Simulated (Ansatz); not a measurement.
# Perovskite alloy of KMgF3 and KZnF3 (5 of 8 Mg sites exchanged), 40 atoms

Ansatz, PAW, plane waves. PBEsol relaxation of volume and atoms (shape held) at the single k point (¼, ¼, ¼) without its symmetry partners; single points on the relaxed atoms at the Γ point alone, onto which points of the small cell's zone fold. Arrangement: quasirandom. No spin–orbit coupling unless named.

Relaxed structure:

```yaml
crystal:
  lattice:
    - [8.06152, 0.00000, 0.00000]
    - [0.00000, 8.06152, 0.00000]
    - [0.00000, 0.00000, 8.06152]
  atoms:
    - { symbol: K, position: [0.00024, 0.00053, 0.99898] }
    - { symbol: K, position: [0.00001, 0.00050, 0.49877] }
    - { symbol: K, position: [0.00036, 0.49963, 0.99886] }
    - { symbol: K, position: [0.00011, 0.49965, 0.49882] }
    - { symbol: K, position: [0.50010, 0.00018, 0.99900] }
    - { symbol: K, position: [0.50020, 0.00024, 0.49872] }
    - { symbol: K, position: [0.50006, 0.49987, 0.99907] }
    - { symbol: K, position: [0.50018, 0.49987, 0.49887] }
    - { symbol: Zn, position: [0.25016, 0.25010, 0.24899] }
    - { symbol: Zn, position: [0.25036, 0.25010, 0.74895] }
    - { symbol: Zn, position: [0.24993, 0.75014, 0.24896] }
    - { symbol: Zn, position: [0.75013, 0.25013, 0.24887] }
    - { symbol: Zn, position: [0.75025, 0.25009, 0.74885] }
    - { symbol: Mg, position: [0.25014, 0.75016, 0.74892] }
    - { symbol: Mg, position: [0.75002, 0.74997, 0.24878] }
    - { symbol: Mg, position: [0.75018, 0.75003, 0.74882] }
    - { symbol: F, position: [0.25104, 0.25048, 0.99881] }
    - { symbol: F, position: [0.24996, 0.24946, 0.49910] }
    - { symbol: F, position: [0.24993, 0.74965, 0.99611] }
    - { symbol: F, position: [0.25018, 0.75093, 0.50169] }
    - { symbol: F, position: [0.74989, 0.25025, 0.99880] }
    - { symbol: F, position: [0.75072, 0.25003, 0.49889] }
    - { symbol: F, position: [0.75003, 0.74973, 0.99866] }
    - { symbol: F, position: [0.75008, 0.75007, 0.49893] }
    - { symbol: F, position: [0.00000, 0.24921, 0.24823] }
    - { symbol: F, position: [0.00038, 0.24996, 0.74943] }
    - { symbol: F, position: [0.99727, 0.75059, 0.24881] }
    - { symbol: F, position: [0.00009, 0.75026, 0.74880] }
    - { symbol: F, position: [0.50043, 0.25071, 0.24958] }
    - { symbol: F, position: [0.50034, 0.25031, 0.74842] }
    - { symbol: F, position: [0.50279, 0.74932, 0.24875] }
    - { symbol: F, position: [0.50025, 0.74986, 0.74895] }
    - { symbol: F, position: [0.25072, 0.99965, 0.24833] }
    - { symbol: F, position: [0.25042, 0.99715, 0.74940] }
    - { symbol: F, position: [0.24932, 0.50058, 0.24959] }
    - { symbol: F, position: [0.25029, 0.50306, 0.74860] }
    - { symbol: F, position: [0.74936, 0.99704, 0.24861] }
    - { symbol: F, position: [0.74996, 0.99699, 0.74875] }
    - { symbol: F, position: [0.75095, 0.50297, 0.24915] }
    - { symbol: F, position: [0.75056, 0.50316, 0.74879] }
```

Problem. What are the mean bond lengths by pair (pairs within 1.2 times the sum of covalent radii, less contacts 15 % beyond the pair's median; cation–cation pairs of compounds aside; long ionic contacts are cut short by that bound)?

Solution. F–K 2.850 ± 0.004 Å (standard deviation, 96 bonds); F–Mg 2.002 ± 0.012 Å (standard deviation, 18 bonds); F–Zn 2.023 ± 0.011 Å (standard deviation, 30 bonds).

Problem. What gap lies between the top filled and the lowest empty level in the single points?

Solution. HSE06 6.91 eV (14 s on NVIDIA H100).
